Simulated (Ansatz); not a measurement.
With DFT-r²SCAN in the program Ansatz with PAW potentials, AgW in the rock salt structure (Fm-3m) relaxes to a = 5.302 Å. Ag has 6 nearest neighbours from 2.65 Å (octahedral); W has 6 nearest neighbours from 2.65 Å (octahedral). Its formation energy from the elements is 2.18 eV/atom, with no fitted shifts.

Electronic character: metallic (no gap). Gap from r²SCAN with spin–orbit coupling: none (metallic).

An equation-of-state fit gives a bulk modulus of 166 GPa. The relaxed-ion elastic constants in GPa are C11 = 390, C12 = 54.9, C44 = -16.9. Bader charges are Ag -0.89, W +0.89 e.

The start of the workflow was typed in or built on a structure type; neither database checked (COD, Materials Project) lists it. Its standing as an ambient phase is unchecked. The cell was relaxed with r²SCAN under the symmetry of its start. At this level the phase is mechanically unstable. The run is not spin-polarised. Its formation energy is positive at this level, so the cell may be metastable or incomplete. As this level gives no gap, shear constants depend on the k-mesh and smearing (Fermi–Dirac, 0.1 eV here). The references are the lowest solids computed at this level, not always the standard phases. Scalar-relativistic: spin–orbit coupling is off unless named, which matters more the heavier the elements.

Potentials: the earlier of the program's two PAW sets.
